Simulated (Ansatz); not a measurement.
A geometry of Cr away from equilibrium: step 3 of the relaxation of a relaxed Cr cell, doubled along one cell vector, shaken by Gaussian noise of σ = 0.08 Å a coordinate. Method: PBEsol (plane waves to 420 eV, PAW, scalar-relativistic; Ansatz, a program for electronic structure). Γ-centred k-mesh 8×16×19 on the run's cell (coarser than for final values), Fermi–Dirac smearing 0.05 eV.

```xyz
2
Lattice="-2.3471 2.3182 4.1939 1.1726 -1.1706 2.1028 1.1635 1.1606 -2.1034" Properties=species:S:1:pos:R:3:forces:R:3 pbc="T T T" free_energy=-6697.931 pressure_GPa=-0.2
Cr    -0.2039     0.0172     0.1064   -0.3715    0.0146   -0.0026
Cr    -1.0272     1.1865     2.1973    0.3715   -0.0146    0.0026
```

Positions in Å, forces in eV/Å, free energy of the cell in eV (comparable only within this code, potentials and settings). Largest force: 0.37 eV/Å, on Cr1, Cr2 (atoms numbered as listed); the geometry lies 0.03 eV/atom above the end of its relaxation.

No spin polarisation in the result. A magnetic state may lie lower.

The run could not lose the symmetry of its start: the end is stationary, and may be a saddle point rather than a minimum.

The end of the path is a generated cell of Cr: the first start was made by a random draw of sites in a space group, and the end was not matched to a known phase here, so it may be hypothetical. Known forms of Cr include space group No. 229.
